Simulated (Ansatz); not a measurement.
NaHgF3 (cubic perovskite), relaxed with r2SCAN in Ansatz 0.2.0: the symmetry is Pm-3m (No. 221, cubic); conventional cell a = 4.499 Å, 18.21 Å³ an atom. Na is surrounded by 12 F at 3.18 Å; Hg is surrounded by 6 F at 2.25 Å; F is surrounded by 2 Hg at 2.25 Å and 4 Na at 3.18 Å. The cell was then strained (x, y and z are the cube axes), with the atoms relaxed again; stress is positive in compression. All values are calculated for a non-magnetic cell, which may be hypothetical.

- Uniaxial +1.5 % along z, other directions held: r2SCAN's stress changes by -1.42 GPa along the strain and -0.54 GPa across it.
- Epitaxial strain of -2.0 % in the (001) plane: the free normal strain is +1.55 % and the in-plane stress changes by +2.55 GPa.

Task: Estimate C₁₁, C₁₂ and the bulk modulus from the uniaxial step.

Result: With compression positive, C₁₁ ≈ −Δσ∥/ε = (+1.42)/(+0.0150) = 95 GPa and C₁₂ ≈ (+0.54)/(+0.0150) = 36 GPa; B = (C₁₁ + 2C₁₂)/3 = 56 GPa. A one-sided step carries third-order terms: it reads low by some per cent.

Task: What do the film's normal strain and stress say about the elastic constants?

Result: ε⊥/ε∥ = (+0.0155)/(-0.0200) = -0.78, which linear elasticity sets to −2C₁₂/C₁₁ = -0.76 from the uniaxial step. The biaxial modulus is M = −Δσ/ε∥ = 127 GPa (C₁₁ + C₁₂ − 2C₁₂²/C₁₁ = 103 GPa).

Task: How much elastic energy does the film store, with 18.21 Å³ an atom?

Result: u = M ε∥² = −Δσ ε∥ = -2.55 × (-0.0200) = 0.0510 GPa, and 1 GPa Å³ is 6.2415 meV: 5.80 meV an atom. The total energies of the two runs differ by 5.50 meV an atom.
